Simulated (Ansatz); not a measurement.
The calculation used DFT PBE, scalar-relativistic, plane waves, PAW (Ansatz 0.2.0). All cells share a 420 eV cutoff and Γ-centred k meshes spaced at most about 0.3 Å⁻¹ (about 0.25 or finer for metals, 2π included). No spin polarisation in the final relaxations.

All energies are static (0 K, no zero-point motion).

Compare these two cells of Sr3Zn2H, each relaxed at this level.

1.

```
Sr Zn H
1.0
     9.15190    0.00000    0.00000
    -4.57595    7.92578    0.00000
     0.00000    0.00000    4.66341
Sr Zn H
3 2 1
Direct
  0.14877 0.85123 0.00000
  0.14877 0.29755 0.00000
  0.70245 0.85123 0.00000
  0.33333 0.66667 0.74525
  0.33333 0.66667 0.25475
  0.00000 0.00000 0.00000
```

2.

```
Sr Zn H
1.0
     7.04024    0.00000    0.00000
     0.00000    7.04024    0.00000
     0.00000    0.00000    4.67721
Sr Zn H
3 2 1
Direct
  0.00000 0.50000 0.00000
  0.50000 0.00000 0.00000
  0.00000 0.00000 0.00000
  0.50000 0.50000 0.50000
  0.50000 0.50000 0.00000
  0.00000 0.00000 0.50000
```

Question: Which is lower in energy, and by how much?

Answer: Cell 1 is lower, by 102 meV/atom. Cell 1 has space group P-6m2 (No. 187), 56.4 Å³/atom and no gap on its mesh; cell 2 has space group P4/mmm (No. 123), 38.6 Å³/atom and no gap. Counting Sr or Zn atoms around H (for each partner element, those within 1.25 times its shortest distance or 1.15 times the sum of covalent radii, where it is the nearest in units of that sum or under 1.3), cell 1 has H 3 and cell 2 has H 2. The lower one is the more open, so pressure narrows the difference. Even the lower one lies +0.26 eV/atom against the reference forms of the elements (uncorrected), so neither is stable at this level. In cell 1, Sr is surrounded by 1 H at 2.36 Å, 2 Zn at 3.16 Å and 2 Sr at 4.08 Å; around Zn lie 2 Zn at 2.29–2.38 Å and 3 Sr at 3.16 Å; H has 3 Sr at 2.36 Å. In cell 2, Sr on a site of symmetry mmm is surrounded by 2 Sr at 3.52 Å and 2 Zn at 3.52 Å; Zn on its first site is surrounded by 2 Zn at 2.34 Å; H is surrounded by 2 Sr at 2.34 Å; 2 more sites not described. Both come from invented guesses. A third cell relaxed alike, in P4/mmm, lies 0.32 eV/atom below the lower of the two.

With hydrogen, zero-point motion can shift such differences by 10 meV/atom or more. A magnetic state wasn't ruled out in cells without spin, among them P-6m2, P4/mmm. Cells relaxed within their symmetry can be saddle points.
